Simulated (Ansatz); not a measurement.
AlBRu:
```
AlBRu
1.0
    1.42693    -6.76711     0.00000
    1.42693     6.76711     0.00000
    0.00000     0.00000     3.39716
Al B Ru
2 2 2
Direct
  0.69625   0.30375   0.25000
  0.30375   0.69625   0.75000
  0.46920   0.53080   0.75000
  0.53080   0.46920   0.25000
  0.09434   0.90566   0.75000
  0.90566   0.09434   0.25000
```

Relaxed with PBEsol. Special points in fractions of this cell's reciprocal vectors: Γ (0.000, 0.000, 0.000); Y (-0.500, 0.500, 0.000); C0 (-0.261, 0.739, 0.000); Σ0 (0.261, 0.261, 0.000); Z (0.000, 0.000, 0.500); A0 (0.261, 0.261, 0.500); E0 (-0.261, 0.739, 0.500); T (-0.500, 0.500, 0.500); S (0.000, 0.500, 0.000); R (0.000, 0.500, 0.500).

### Question
List the band energies nearest the Fermi level at these points for plane-wave PAW PBEsol (Ansatz code).

### Answer
In eV from the Fermi level; about four levels below and three above (degenerate sets whole), none deeper than 8.9 eV; points with the same levels are listed once.

| k | below | above |
|---|---|---|
| Γ | -1.90 -1.70 -1.56 -1.24 | 1.79 2.29 2.63 |
| Y | -1.57 -1.57 -1.23 -1.09 | 0.12 1.99 2.23 |
| C0 | -3.48 -3.05 -2.87 -1.54 | 0.07 0.71 1.13 |
| Z | -1.34 -1.34 -0.87 -0.87 | 2.34 2.34 5.35 5.35 |
| A0 | -2.33 -2.33 -0.58 -0.58 | 0.88 0.88 1.82 1.82 |
| T | -1.66 -1.66 -1.11 -1.11 | 2.21 2.21 5.49 5.49 |
| S | -3.56 -3.06 -2.89 -1.52 | 0.20 0.68 1.15 |
| R | -2.50 -2.50 -0.57 -0.57 | 0.96 0.96 1.64 1.64 |

Space group Cmcm. The start of the workflow was typed in or built on a structure type; neither database checked (COD, Materials Project) lists it. Whether it is the stable phase at ambient conditions was not checked. The PBEsol relaxation kept the symmetry of its start; its stability against distortions is not shown here. No spin polarisation was allowed. Scalar-relativistic: spin–orbit coupling is off unless named, which matters more the heavier the elements.

Potentials: the later of the program's two PAW sets.
